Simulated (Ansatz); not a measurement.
## Ca₃As₂: relaxation step by step

The cell of Ca₃As₂ is invented: random cell by space group and Wyckoff sites (P6/mmm, No. 191). Its size is a rough estimate.

```
Ca As
1.0
     5.21824    0.00000    0.00000
    -2.60912    4.51913    0.00000
     0.00000    0.00000    8.02738
Ca As
3 2
Cartesian
  2.6091 0.0000 0.0000
  -1.3046 2.2596 0.0000
  1.3046 2.2596 0.0000
  0.0000 0.0000 1.4512
  0.0000 0.0000 6.5761
```

The calculation used DFT PBE, scalar-relativistic, plane waves, PAW in Ansatz 0.2.0. Cutoff 420 eV, Gaussian smearing, Γ-centred meshes. Cell and atoms relax first on a coarse mesh and then on a finer one. In between, the cell is made exact in the group found at 0.06 Å. In metals the finer mesh still leaves noise of several meV/atom or more. The steps can't lower the symmetry of their start. No spin polarisation.

Steps on the 6×6×2 mesh (5 atoms, 10 steps). The free energy counts from the last step; the plane-wave basis is renewed at times, which shifts energy and pressure.

```
step  ΔF (meV/atom)  V (Å³/atom)  P (GPa)  largest force component (eV/Å)
   1          577.4        37.86     7.42                           1.153
   2          274.0        41.21     5.92                           0.305
   3           97.5        45.01     3.30                           0.040
   4           20.0        49.04     0.90                           0.170
   5           10.7        50.97     0.15                           0.277
   6            9.9        51.04    -0.14                           0.116
   7            9.3        49.65     0.00                           0.005
   8            0.9        49.65     0.29                           0.005
   9            0.0        50.43     0.06                           0.001
  10            0.0        50.43     0.06                           0.001
```

The relaxed structure, after a last relaxation on the converged mesh:

Space group P6/mmm (No. 191). a = 6.154 Å, b = 6.154 Å, c = 6.296 Å, α = 90.00°, β = 90.00°, γ = 120.00°
```tsv
atom	site	symmetry	x	y	z
Ca	3f	mmm	0.5000	0.0000	0.0000
As	2e	6mm	0.0000	0.0000	0.2010
```

The symmetry stays P6/mmm (No. 191). The volume per atom grows by 9.1 %, from 37.9 to 41.3 Å³. The shortest distance goes from 2.61 Å (Ca–Ca) to 2.53 Å (As–As). The ratio c/a of the conventional cell changes by a factor of 0.67. The energy falls by about 0.58 eV/atom (the start's value is from the coarse mesh). Ca is surrounded by 4 Ca at 3.08 Å and 4 As at 3.33 Å; around As lie 1 As at 2.53 Å and 6 Ca at 3.33 Å.

```yaml
Volume_per_atom: 41.3 Å³
Density: 2.2 g/cm³
Formation_energy: +0.11 eV/atom
Gap_on_the_6×6×6_mesh_of_the_5-atom_cell: 0 eV (a metal)
```

The zero of energy is the elements' standard structures at the same level; no fitted shifts are applied.

The last run used Gaussian smearing of 0.10 eV. Weakly bound directions are ill-defined at this level, which has no dispersion term. The reference form of As is held partly by dispersion forces, which this level lacks. A structure relaxed within its symmetry needn't be a true minimum. In all, the 4 runs took 2.9 min on 1 thread of Intel(R) Xeon(R) 6975P-C (Granite Rapids) (shared host).
